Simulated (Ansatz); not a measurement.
Sb:
```yaml
crystal:
  lattice:
    - [-4.04748, 4.04748, 4.04748]
    - [4.04748, -4.04748, 4.04748]
    - [4.04748, 4.04748, -4.04748]
  atoms:
    - { symbol: Sb, position: [0.00000, 0.25000, 0.50000] }
    - { symbol: Sb, position: [0.25000, 0.50000, 0.00000] }
    - { symbol: Sb, position: [0.50000, 0.00000, 0.25000] }
    - { symbol: Sb, position: [0.25000, 0.25000, 0.25000] }
```

Relaxed with PBE. Special points in fractions of this cell's reciprocal vectors: Γ (0.000, 0.000, 0.000); H (0.500, -0.500, 0.500); N (0.000, 0.000, 0.500); P (0.250, 0.250, 0.250).

### Question
List the band energies nearest the Fermi level at these points for DFT-PBE with spin–orbit coupling in the program Ansatz with PAW potentials.

### Answer
In eV from the Fermi level; about four levels below and three above (degenerate sets whole), none deeper than 8.9 eV; points with the same levels are listed once.

```json
[
 {"k": "Γ", "below": "-1.01 -1.01 -1.01 -1.01", "above": "0.36 0.36 0.81 0.81 0.81 0.81"},
 {"k": "H", "below": "-0.55 -0.55 -0.14 -0.14", "above": "0.24 0.24 0.24 0.24"},
 {"k": "N", "below": "-0.95 -0.95 -0.56 -0.56", "above": "0.28 0.28 1.18 1.18"},
 {"k": "P", "below": "-0.52 -0.23 -0.23 -0.23", "above": "0.12 0.72 0.72 0.72"}
]
```

Space group I4_132. The start of the workflow was typed in or built on a structure type; neither database checked (COD, Materials Project) lists it. It is not the phase usual at ambient conditions (space group No. 166). Symmetry was held in the PBE relaxation; its stability against distortions is not shown here. The volume moved by 71 % from the start of the relaxation.

Potentials: the earlier of the program's two PAW sets.
